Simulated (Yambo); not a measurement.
ScF$_{3}$ (ReO3 type, space group Pm-3m, No. 221): a test of whether the lowest BSE state is resolved, against the k mesh (Yambo, LDA bands; otherwise 9 valence and 6 conduction bands, static screening with 39 bands and a 4 Ry block, scissor 5.19 eV, Tamm-Dancoff).

| k mesh | direct gap (eV) | lowest state (eV) | difference (eV) | k points taking part | rough cost |
|---|---|---|---|---|---|
| 2×2×2 | 12.14 | 9.28 | 2.86 | 3.7 | about 1/70 |
| 4×4×4 | 12.14 | 9.70 | 2.44 | 38 | about 1/9 |
| 6×6×6 | 12.14 | 9.69 | 2.45 | 140 | 1 |

The last step moves the difference by 0.01 eV. On the densest mesh the state covers enough k points to be a bound exciton; its binding is converged only as far as that last step shows.

These are vertical excitations (zero momentum); the indirect quasiparticle gap, about 11.60 eV, is smaller than the direct one (12.14 eV on the GW mesh). The scissor comes from a G0W0 run whose convergence isn't established; costs are rough.

The cell is held in this high symmetry; tilts and polar distortions were not searched.

Geometry relaxed with LDA; primitive cell a = 3.9701 Å, b = 3.9701 Å, c = 3.9701 Å, α = 90.00°, β = 90.00°, γ = 90.00°.
